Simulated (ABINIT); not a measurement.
ABINIT input for Pd, PBE with JTH PAW datasets:

```
pp_dirpath "./pseudo"
pseudos "Pd.GGA_PBE-JTH.xml"

acell 3*1.0 angstrom
rprim
    0.000000000000     1.958650000000     1.958650000000
    1.958650000000     0.000000000000     1.958650000000
    1.958650000000     1.958650000000     0.000000000000
ntypat 1
znucl 46
natom 1
typat 1
xred
    0.000000000000     0.000000000000     0.000000000000
tolsym 1e-5
chksymtnons 0
chkprim 0

ecut 22.5
pawecutdg 45
pawovlp 20
ngkpt 17 17 17
nshiftk 1
shiftk 0 0 0
nband 12
occopt 3
tsmear 0.003
tolvrs 1e-10
nstep 90

nucefg 2
quadmom 0.66
nucfc 1
prtwf 0
prtden 0
prteig 0
prtebands 0
prtgsr 0
```

Geometry: a computed entry of the Materials Project; it was not checked against measured cells. It is Pd in Fm-3m. Stability against distortions was not tested. The run has no spin polarisation.

Each row changes or adds one setting. The quadmom values are sizes without sign and don't touch the SCF cycle. The limit is 90 steps.  The run is metallic or nearly gapless at this level (smeared occupations).

| setting typed | SCF steps | k-points | converged |
|---|---|---|---|
| as in the input | 27 | 165 | yes |
| diemac = 1000 | 35 | 165 | yes |
| diemac = 4 | 27 | 165 | yes |
| diemix = 0.4 | 31 | 165 | yes |
| iscf = 3 | 18 | 165 | yes |
| iscf = 7 | 20 | 165 | yes |
| nline = 2 | 44 | 165 | yes |
| npulayit = 2 | 18 | 165 | yes |
| wfoptalg = 114 | 9 | 165 | yes |
| wfoptalg = 14 | 9 | 165 | yes |

Fewest SCF steps among converged rows: 9 (wfoptalg = 114, wfoptalg = 14); most steps: 44 (nline = 2). Steps of different solvers differ in work.
